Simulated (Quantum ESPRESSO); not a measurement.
Space group Fm-3m (No. 225); a = 5.7317 Å, b = 5.7317 Å, c = 5.7317 Å, α = 90.00°, β = 90.00°, γ = 90.00°

| atom | site | symmetry | x | y | z |
|---|---|---|---|---|---|
| Br | 4b | m-3m | 0.5000 | 0.5000 | 0.5000 |
| Ag | 4a | m-3m | 0.0000 | 0.0000 | 0.0000 |
(The calculation used a cell of 2 atoms; values per cell refer to that cell.)

The PBEsol cell relaxed from Materials Project entry mp-23231 was given an isotropic strain of +1 % on all lattice vectors, and the atoms were relaxed again.

Q: What does PBEsol (Quantum ESPRESSO, PseudoDojo norm-conserving, 82 Ry, without SOC) give for the electronic structure near the Fermi level?

A: The PBEsol gap is indirect, 0.50 eV, from L to Γ; the smallest direct gap is 2.47 eV. Spin-orbit splittings are left out.
